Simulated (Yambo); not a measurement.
Rb₂WO₂F₄ (space group C2/m, No. 12), G0W0@PBEsol in Yambo with this input:

```
rim_cut
gw0
dyson
el_el_corr
HF_and_locXC
ppa
em1d
RandQpts= 1000000
RandGvec= 1 Ry
EXXRLvcs= 84 Ry
VXCRLvcs= 336 Ry
Chimod= "HARTREE"
% BndsRnXp
 2 | 308 |
%
NGsBlkXp= 8 Ry
% LongDrXp
 1.0 | 1.0 | 1.0 |
%
PPAPntXp= 27.2114 eV
% GbndRnge
 1 | 308 |
%
GTermKind= "BG"
DysSolver= "n"
ExtendOut
```

On a 2×2×2 mesh, with wavefunctions cut at 84 Ry, the gap ((0, 0, -0.5) → (-0.5, -0.5, -0.5)) is 5.452 eV and the valence edge shifts by -1.317 eV.

Question: What happens with this change: no random integration?

Answer: The gap falls by 0.125 eV, to 5.327 eV; the shift of the valence edge becomes -1.048 eV. Neither run is shown to be the converged limit.

Spin-orbit coupling is not included.

Geometry of the Materials Project entry, not relaxed at this level; primitive cell a = b = 6.1550 Å, c = 4.9797 Å, α = β = 91.72°, γ = 59.83°.

The structure is a Materials Project entry; no match was found in the copy of COD used, and its stability was not checked.

A shift is the quasiparticle energy of the state minus its PBEsol energy.
